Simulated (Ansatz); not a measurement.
SnTe:
```cif
data_Sn4Te4
_chemical_formula_sum 'Sn4 Te4'
_space_group_name_H-M_alt 'Fm-3m'
_space_group_IT_number 225
_space_group_name_Hall '-F 4 2 3'
_cell_length_a 6.40944
_cell_length_b 6.40944
_cell_length_c 6.40944
_cell_angle_alpha 90.000
_cell_angle_beta 90.000
_cell_angle_gamma 90.000
loop_
_atom_site_label
_atom_site_type_symbol
_atom_site_symmetry_multiplicity
_atom_site_Wyckoff_symbol
_atom_site_fract_x
_atom_site_fract_y
_atom_site_fract_z
_atom_site_occupancy
Sn1 Sn 4 a 0.00000 0.00000 0.00000 1
Te1 Te 4 b 0.50000 0.50000 0.50000 1
```
(The calculation used a cell of 2 atoms; values per cell refer to that cell.)

Relaxed with PBE.

### Question
Which orbitals make up the states near the band edges in plane-wave PAW PBE (Ansatz code)?

### Answer
Top 1 eV of the valence band: Te 5p 59 %, Sn 5s 20 %, Sn 5p 17 %. Bottom 1 eV of the conduction band: Sn 5p 78 %, Te 5p 10 %, Te 5s 8 %. Projections are on Löwdin-orthogonalised atomic valence shells; empty p or d shells of many metals are not among them.

### Question
Tabulate the density of states.

### Answer
States/eV per cell of 2 atoms, in 0.25 eV bins, energy from the valence-band maximum.

```csv
E (eV),total,Te 5p,Sn 5p,Sn 5s
-7.85,0.65,0.20,0.01,0.43
-7.60,1.54,0.42,0.02,1.05
-7.35,1.95,0.46,0.03,1.38
-7.10,1.38,0.29,0.02,0.96
-6.85,1.02,0.19,0.02,0.70
-6.60,0.64,0.11,0.01,0.43
-6.35,0.29,0.06,0.00,0.17
-6.10,0.19,0.04,0.00,0.11
-5.85,0.14,0.02,0.00,0.08
-5.60,0.09,0.01,0.00,0.05
-5.35,0.06,0.01,0.00,0.04
-5.10,0.14,0.06,0.05,0.02
-4.85,0.41,0.22,0.18,0.01
-4.60,0.67,0.36,0.28,0.02
-4.35,0.72,0.40,0.29,0.02
-4.10,0.98,0.56,0.39,0.03
-3.85,1.17,0.68,0.44,0.03
-3.60,1.47,0.88,0.53,0.04
-3.35,1.83,1.14,0.62,0.04
-3.10,1.77,1.12,0.57,0.05
-2.85,1.81,1.17,0.54,0.06
-2.60,1.77,1.18,0.49,0.06
-2.35,1.83,1.26,0.45,0.07
-2.10,1.92,1.38,0.41,0.09
-1.85,1.75,1.31,0.30,0.10
-1.60,1.03,0.67,0.21,0.12
-1.35,1.05,0.62,0.22,0.17
-1.10,1.67,1.06,0.27,0.29
-0.85,1.40,0.84,0.24,0.27
-0.60,0.55,0.31,0.10,0.12
-0.35,0.06,0.03,0.01,0.01
-0.10,0.00,0.00,0.00,0.00
0.15,0.00,0.00,0.00,0.00
0.40,0.21,0.03,0.14,0.01
0.65,1.23,0.11,0.95,0.01
0.90,2.05,0.20,1.62,0.02
1.15,1.63,0.22,1.24,0.02
1.40,1.38,0.25,0.99,0.03
1.65,1.29,0.28,0.87,0.03
1.90,1.23,0.30,0.79,0.03
2.15,1.22,0.32,0.75,0.03
2.40,1.27,0.34,0.74,0.03
2.65,1.68,0.38,0.78,0.03
2.90,1.75,0.45,0.86,0.03
3.15,1.77,0.50,0.96,0.02
3.40,1.77,0.47,0.80,0.02
3.65,1.41,0.38,0.62,0.01
3.90,1.45,0.39,0.63,0.01
4.15,1.59,0.40,0.65,0.01
4.40,1.68,0.37,0.59,0.01
4.65,1.70,0.30,0.48,0.00
4.90,1.22,0.22,0.32,0.00
```

The PBE relaxation kept the symmetry of its start. Scalar-relativistic: spin–orbit coupling is off unless named, which matters more the heavier the elements.

Potentials: the later of the program's two PAW sets.
